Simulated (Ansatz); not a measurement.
The relaxed structure here is a generated cell of Al2Ru: the first start was made by placing the elements on the sites of a structure type, and the end was not matched to a known phase here, so it may be hypothetical.

One starting cell of Al₂Ru (a generated cell, Al2Ru placed in the AFLOW prototype AB2_hP6_194_b_f (as in CaIn2)) was relaxed twice with Ansatz (plane waves, PAW, scalar-relativistic): with PBEsol at 420 eV and with PBE at 420 eV. The PBEsol result:

```cif
data_Al2Ru
_chemical_formula_sum 'Ru1 Al2'
_space_group_name_H-M_alt 'P6/mmm'
_space_group_IT_number 191
_space_group_name_Hall '-P 6 2'
_cell_length_a 4.18501
_cell_length_b 4.18501
_cell_length_c 2.75932
_cell_angle_alpha 90.000
_cell_angle_beta 90.000
_cell_angle_gamma 120.000
loop_
_atom_site_label
_atom_site_type_symbol
_atom_site_symmetry_multiplicity
_atom_site_Wyckoff_symbol
_atom_site_fract_x
_atom_site_fract_y
_atom_site_fract_z
_atom_site_occupancy
Ru1 Ru 1 b 0.00000 0.00000 0.50000 1
Al1 Al 2 c 0.33333 0.66667 0.00000 1
```

| quantity | PBEsol | PBE |
|---|---|---|
| space group | P6/mmm | P6/mmm |
| volume (Å³/atom) | 13.95 | 14.32 |
| a (Å) | 4.185 | 4.219 |
| c (Å) | 2.759 | 2.788 |
| gap (eV, no spin-orbit coupling) | 0.00 | 0.00 |

Both levels end in the same structure; PBE's volume is 2.7 % larger. Neither column is exact.

No spin polarisation in the result.

The run could not lower the symmetry of its start; a shaken copy of this end point relaxes with PBEsol to I4/mmm (No. 139), 0.45 eV/atom lower.

Ansatz is a quantum-chemistry and plane-wave program.
